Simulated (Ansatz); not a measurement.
The structure is an experimental refinement, used without relaxation. The listed cell was then made from it by scaling, straining or moving an atom.

An input for Na: DFT, LDA, all-electron PAW with datasets made for the crystal, scalar-relativistic (Ansatz 0.2.0).

Command: `ansatz run input.yaml --threads 1 --pin off --max-ram 3072MiB --backend cpu --events-out ev --progress --plain --runs-dir out` The run took 5.1 s on 1 thread of Arm Neoverse V1, on a shared host, peak memory 0.3 GiB.

```yaml
crystal:
  lattice:
    - [3.7417183499, 0.0, 0.0]
    - [-1.870859175, 3.2404231448, 0.0]
    - [0.0, 0.0, 6.1126967421]
  atoms:
    - { symbol: Na, position: [0.3333333333, 0.6666666667, 0.25] }
    - { symbol: Na, position: [0.6666666667, 0.3333333333, 0.75] }
kpoints:
  mp_grid: { grid: [11, 11, 6] }
scf:
  occupations: { method: fermi_dirac, width: 0.05 }
hamiltonian:
  xc: lda
  pseudopotentials: { kind: all_electron, datasets: crystal }
output:
  forces: true
  stress: true
  eigenvalues: true
  efg: { contact_densities: true }
```

Set-up and iterations as logged by Ansatz (the results part is left out, to be predicted):

```
hamiltonian.pseudopotentials.datasets: crystal makes datasets for this crystal and solves the spheres of its atoms anew in each pass: cutoff 160.0 eV, the density's 640.0 eV; for an error of 0.50 meV an atom under PBE, 1.0 meV for the cell; an energy difference from a run of another recipe may be off by several times the error for the cell, under r2SCAN by more, where some 0.1 meV an atom stays at smaller errors; Na in spheres of 1.376 Å, 9 of its electrons in bands
Engine: ansatz 0.2.0
Pseudopotentials: kind: all_electron
Pseudopotential: Na, paw, valence charge 9, recommended cutoff 160 eV (normal), Koelling and Harmon's equation, gaussian nucleus
Functional definition: SPW92
  exchange = slater_x
  correlation = pw_c
Crystal: 2 atoms, lattice volume = 74.115 Å³
Basis set: ecut = 160 eV, 337 PW (Γ)
Bands: 13, of which v1, the nominal top of the filled ones, is band 9 counted from 1 (8 counted from 0)
Symmetry: 24 space group operations
Space group: P63/mmc (ITA 194), of the structure as read, at distance tolerance 4.2e-5 Å
k-points: 64 of 726
Non-local potential: Na, projectors of the file, l = 0: 2, l = 1: 3
PAW form: soft (Blöchl's): semilocal exchange-correlation on the pseudo side does not see the compensation charge
PAW one-centre angular grid: Na, 110 points (default); XC on its mesh's 2019 points in the sphere
Initial density: superposition of atomic densities (neutral atoms: chi_scale 0, normalization atom)
Initial wavefunctions: pseudopotential atomic-orbital guess
Functional: x = slater, c = lda
iter 1 solved again at ethr=1.30e-4 eV; its pass at ethr=1.00e-1 eV (dr2=2.34e-2 eV) is discarded
SCF iter   1: F=—  HF=-8800.643689 eV  |F-HF|=—  |Δ(HF+E_count)|=         —  Δρ=4.34e-3  dr2=2.31e-2  ethr=1.30e-4  ⟨swp⟩=5.7  Hψ=6009  notcnv=0
SCF iter   2: F=—  HF=-8800.626689 eV  |F-HF|=—  |Δ(HF+E_count)|=   1.70e-2  Δρ=2.62e-3  dr2=1.00e-2  ethr=1.28e-4  ⟨swp⟩=3.0  Hψ=2004  notcnv=0  defer=1
SCF iter   3: F=—  HF=-8800.625531 eV  |F-HF|=—  |Δ(HF+E_count)|=   1.16e-3  Δρ=1.47e-3  dr2=3.25e-3  ethr=5.57e-5  ⟨swp⟩=2.0  Hψ=4303  notcnv=0
SCF iter   4: F=—  HF=-8800.625041 eV  |F-HF|=—  |Δ(HF+E_count)|=   4.90e-4  Δρ=9.03e-4  dr2=1.23e-3  ethr=1.80e-5  ⟨swp⟩=2.0  Hψ=1880  notcnv=0
iter 5 solved again at ethr=1.08e-7 eV; its pass at ethr=6.85e-6 eV (dr2=1.94e-5 eV) is discarded
SCF iter   5: F=—  HF=-8800.625013 eV  |F-HF|=—  |Δ(HF+E_count)|=   2.75e-5  Δρ=1.10e-4  dr2=1.83e-5  ethr=1.08e-7  ⟨swp⟩=4.0  Hψ=3665  notcnv=0
SCF iter   6: F=—  HF=-8800.625010 eV  |F-HF|=—  |Δ(HF+E_count)|=   3.26e-6  Δρ=4.63e-5  dr2=2.11e-6  ethr=1.02e-7  ⟨swp⟩=3.0  Hψ=1931  notcnv=0
SCF iter   7: F=—  HF=-8800.625010 eV  |F-HF|=—  |Δ(HF+E_count)|=   1.07e-7  Δρ=1.64e-5  dr2=3.78e-7  ethr=1.17e-8  ⟨swp⟩=2.9  Hψ=1502  notcnv=0
SCF iter   8: F=-8800.625010 eV  HF=-8800.625010 eV  |F-HF|=6.14e-9  |Δ(HF+E_count)|=   1.50e-7  Δρ=3.63e-6  dr2=1.90e-8  ethr=2.10e-9  ⟨swp⟩=2.9  Hψ=1505  notcnv=0
```

Q: What pressure will this run report?

A: -0.77 GPa (positive in compression).
